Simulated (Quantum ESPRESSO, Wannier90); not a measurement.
**Tight-binding from DFT: HgO (P3₁21)**

```
begin unit_cell_cart
ang
    3.6149899245    0.0000000000    0.0000000000
   -1.8074949622    3.1306731090    0.0000000000
    0.0000000000    0.0000000000    8.8353700000
end unit_cell_cart
begin atoms_frac
Hg   0.2402700000  0.2402700000  0.5000000000
Hg  -0.2402700000  0.0000000000 -0.1666666667
Hg  -0.0000000000 -0.2402700000  0.1666666667
O   -0.4593900000 -0.4593900000  0.0000000000
O    0.4593900000  0.0000000000  0.3333333333
O    0.0000000000  0.4593900000 -0.3333333333
end atoms_frac
```

Cell from Materials Project (mp-7826), symmetrised, no further relaxation. Not found in the COD (Crystallography Open Database) copy used, which has the formula in other groups; not checked further. Level: PBEsol, no spin polarisation, no spin-orbit coupling; pw.x of Quantum ESPRESSO at 68 Ry with PseudoDojo potentials, 6×6×4 k-points, Wannier90. Density: 12×12×4 mesh, Gaussian smearing 0.01 Ry. The cell is built of weakly bound layers, chains or molecules. Database cells relaxed without dispersion often hold them too far apart, which can enlarge gaps and weakens couplings between them; spacing and stacking were not compared with the measured crystal. Spin-orbit coupling is left out although heavy elements are present.

Bands 13-15,31-39 form an isolated set from -17.53 to 0.00 eV relative to the valence-band maximum (on the path) and are turned into 12 Wannier functions by minimising the spread from the start: atomic waves O 2p, O 2s. Bands 16–30 (Hg 5d 86 %, O 2p 11 %) lie between the kept ones and are excluded.

**Question.** Where do the functions sit, how wide are they and what are they made of?

**Answer.** 
| functions | spread (Å²) | nearest atom, distance (Å) | second atom, distance (Å) | weight on atomic waves |
|---|---|---|---|---|
| 6 | 1.69 | O 0.30 | Hg 2.06 | O 2p 44 %, O 2s 41 %, Hg 5d 11 % |
| 6 | 3.31 | O 0.69 | Hg 1.40 | O 2p 54 %, Hg 6s 20 %, Hg 5d 18 % |

Ω_I = 28.65 Å², Ω_total = 29.98 Å²; the interpolated bands follow pw.x to 2.7 meV rms on the path. It is the lowest total spread that any start reached here.
